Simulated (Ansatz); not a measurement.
AlN (zinc blende, F-43m) under volume change, PBEsol (plane waves, PAW; program Ansatz), scaled uniformly.

```
V (Å³/atom)  E − E(relaxed) (meV/atom)  P (GPa)
-----------  -------------------------  -------
9.539                             62.1    22.74
9.854                             26.3    14.03
10.168                             6.3     6.51
10.483                             0.0     0.03
10.797                             5.6    -5.57
11.112                            21.4   -10.41
11.426                            46.0   -14.58
```

What does a third-order Birch–Murnaghan fit give for V₀, B₀ and B′?

V₀ = 10.48 Å³/atom, B₀ = 200 GPa, B′ = 3.9.

The cell was relaxed with PBEsol under the symmetry of its start.

Potentials: the earlier of the program's two PAW sets.
